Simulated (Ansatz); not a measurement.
Rh:
```xyz
1
Lattice="0.0000 1.8771 1.8771 1.8771 0.0000 1.8771 1.8771 1.8771 0.0000" Properties=species:S:1:pos:R:3 pbc="T T T"
Rh     0.0000     0.0000     0.0000
```

Relaxed with LDA. Special points in fractions of this cell's reciprocal vectors: Γ (0.000, 0.000, 0.000); X (0.500, 0.000, 0.500); U (0.625, 0.250, 0.625); K (0.375, 0.375, 0.750); L (0.500, 0.500, 0.500); W (0.500, 0.250, 0.750).

List the band energies nearest the Fermi level at these points for LDA in the plane-wave PAW code Ansatz.

In eV from the Fermi level; about four levels below and three above (degenerate sets whole), none deeper than 8.9 eV; … stands for higher levels left out; points with the same levels are listed once.

```tsv
k	below	above
Γ	-8.32 -3.30 -3.30 -3.30	…
X	-6.71 -6.34	0.61 1.07 1.07
U	-5.87 -5.06 -2.20 -0.72	0.41 …
L	-6.50 -3.37 -3.37	0.63 0.63 …
W	-5.34 -4.05 -4.05 -1.28	1.07 …
```

Space group Fm-3m (fcc (Cu type)). The LDA relaxation kept the symmetry of its start. No spin polarisation was allowed. Spin–orbit coupling is left out wherever it is not named.

Potentials: the earlier of the program's two PAW sets.
